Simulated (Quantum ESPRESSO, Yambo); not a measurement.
G0W0 results for K2LiScF6

```cif
data_F24K8Li4Sc4
_chemical_formula_sum 'Li4 F24 K8 Sc4'
_space_group_name_H-M_alt 'Fm-3m'
_space_group_IT_number 225
_space_group_name_Hall '-F 4 2 3'
_cell_length_a 8.28961
_cell_length_b 8.28961
_cell_length_c 8.28961
_cell_angle_alpha 90.000
_cell_angle_beta 90.000
_cell_angle_gamma 90.000
loop_
_atom_site_label
_atom_site_type_symbol
_atom_site_symmetry_multiplicity
_atom_site_Wyckoff_symbol
_atom_site_fract_x
_atom_site_fract_y
_atom_site_fract_z
_atom_site_occupancy
Li1 Li 4 b 0.50000 0.50000 0.50000 1
F1 F 24 e 0.00000 0.00000 0.24559 1
K1 K 8 c 0.25000 0.25000 0.25000 1
Sc1 Sc 4 a 0.00000 0.00000 0.00000 1
```
(The calculation used a cell of 10 atoms; values per cell refer to that cell.)

The geometry is that of Materials Project entry mp-1111110, symmetrised and not relaxed again.

Starting point: norm-conserving PBEsol (Quantum ESPRESSO, 84 Ry, no spin-orbit coupling). G0W0 in Yambo: 2×2×2 Γ-centred k mesh, bands 3 to 216 and a 7 Ry block in the screening, 216 bands in G with the Bruneval-Gonze terminator, plasmon pole fitted at 27.2 eV.

PBEsol gap along the band path: 6.81 eV
PBEsol gap between the mesh's edge points (Γ → Γ): 6.81 eV
G0W0 gap between the same points: 12.11 eV

```
k point  band  E PBEsol (eV)  E QP (eV)  shift (eV)     Z
-------  ----  -------------  ---------  ----------  ----
Γ          VB           0.00      -2.30       -2.30  0.81
Γ          CB           6.81       9.82        3.01  0.83
L          VB          -0.21      -2.55       -2.33  0.81
L          CB           6.88       9.89        3.02  0.83
X          VB          -0.02      -2.31       -2.29  0.81
X          CB           6.87       9.90        3.04  0.83
```

Energies count from the PBEsol valence-band maximum.

Nearest settings tried, and what they do to the gap: 142 bands in G: +4 meV; 142 bands in W, 142 bands in G: +85 meV; 6 Ry block (283 vectors against 331): +41 meV. Not varied: mesh. So the settings aren't converged at that level. The k mesh is coarse.

The structure is a Materials Project entry; no match was found in the copy of COD used, and its stability was not checked.
